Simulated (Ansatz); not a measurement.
YAl₃:
```
CELL_PARAMETERS angstrom
      6.23175     0.00000     0.00000
     -3.11588     5.39685     0.00000
      0.00000     0.00000     4.55940
ATOMIC_POSITIONS crystal
  Y  0.33333 0.66667 0.75000
  Y  0.66667 0.33333 0.25000
  Al 0.14788 0.29576 0.25000
  Al 0.85212 0.70424 0.75000
  Al 0.85212 0.14788 0.75000
  Al 0.14788 0.85212 0.25000
  Al 0.70424 0.85212 0.25000
  Al 0.29576 0.14788 0.75000
```

Relaxed with PBEsol. Special points in fractions of this cell's reciprocal vectors: Γ (0.000, 0.000, 0.000); M (0.500, 0.000, 0.000); K (0.333, 0.333, 0.000); A (0.000, 0.000, 0.500); L (0.500, 0.000, 0.500); H (0.333, 0.333, 0.500).

**Question.** List the band energies nearest the Fermi level at these points for PBEsol (plane waves, PAW; program Ansatz).

**Answer.** In eV from the Fermi level; about four levels below and three above (degenerate sets whole), none deeper than 8.9 eV; points with the same levels are listed once.

```
k                          below                above
-  -----------------------------  -------------------
Γ        -0.36 -0.36 -0.03 -0.03       0.69 0.69 1.45
M        -1.44 -1.27 -0.87 -0.64       1.39 1.94 1.94
K  -1.18 -1.18 -1.08 -1.08 -0.16  1.37 1.73 1.88 1.88
A        -2.08 -2.08 -2.08 -2.08  1.19 1.19 2.86 2.86
L        -1.27 -1.27 -0.08 -0.08  1.42 1.42 1.93 1.93
H        -1.42 -1.42 -0.47 -0.47  1.10 1.10 1.94 1.94
```

Space group P6_3/mmc. The workflow started from a Materials Project entry (that database holds measured and hypothetical structures alike); the Crystallography Open Database copy checked does not list it. Whether it is the stable phase at ambient conditions was not checked. The cell was relaxed with PBEsol under the symmetry of its start; of distortions, only those at the zone centre were tested. The run is not spin-polarised. Spin–orbit coupling is left out wherever it is not named.

Potentials: the later of the program's two PAW sets.
